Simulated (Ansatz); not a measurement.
HfSi₂ (Cmcm), relaxed with PBE (Ansatz, a program for electronic structure, plane waves, PAW): a = 3.684 Å, b = 14.584 Å, c = 3.659 Å, α = 90.00°, β = 90.00°, γ = 90.00°.

```
Property        Value
--------------  -----
ΔH_f (eV/atom)  -0.56
```

Question: The same phase is relaxed and computed with PBEsol in the same code. What are the cell and these values now?

Answer: a = 3.651 Å, b = 14.344 Å, c = 3.636 Å, α = β = γ = 90.00°.

* **ΔH_f (eV/atom)**: -0.66

All cells were relaxed under the symmetry of their starts (and spin orders); stability against distortions was not tested throughout. Rows with no word on spin ran without spin polarisation. Scalar-relativistic: spin–orbit coupling is off unless named, which matters more the heavier the elements.

Potentials: the later of the program's two PAW sets.

Ansatz is a plane-wave DFT program.

Formation energies count from the lowest solids of the elements computed at the same level, not from gases.
